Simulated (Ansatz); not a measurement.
**Strain response of Sr**

These are results of DFT PBEsol, scalar-relativistic, plane waves, PAW in Ansatz 0.2.0, not measurements. Settings: 420 eV cutoff, 12×12×8 k-mesh, Gaussian smearing of 0.10 eV, no spin polarisation.

The relaxed crystal:

```xyz
2
Lattice="4.1945 0.0000 0.0000 -2.0973 3.6326 0.0000 0.0000 0.0000 6.8785" Properties=species:S:1:pos:R:3 pbc="T T T"
Sr    0.0000    2.4217    1.7196
Sr    2.0973    1.2109    5.1589
```

Deformation: shear that moves c along a by the strain times its height over the a-b plane, the cell held and the atoms relaxed, all within the symmetry that the strain leaves. Energies are extrapolated to zero smearing.

| strain (%) | ΔE (meV/atom) | a (Å) | b (Å) | c (Å) |
| --- | --- | --- | --- | --- |
| +0.0 | 0.0 | 4.195 | 4.195 | 6.879 |
| +1.0 | 0.1 | 4.195 | 4.195 | 6.879 |
| +2.0 | 0.5 | 4.195 | 4.195 | 6.880 |
| +3.0 | 1.0 | 4.195 | 4.195 | 6.882 |
| +4.0 | 1.8 | 4.195 | 4.195 | 6.884 |
| +6.0 | 3.8 | 4.195 | 4.195 | 6.891 |

(1) Does one stiffness describe the whole range?

## Answers

(1) No: the innermost pair of points gives (1/V) d²E/dε² = 7 GPa and a cubic fit over all points 8 GPa, so terms beyond the third order count over this range.

This form isn't the element's structure at ambient conditions.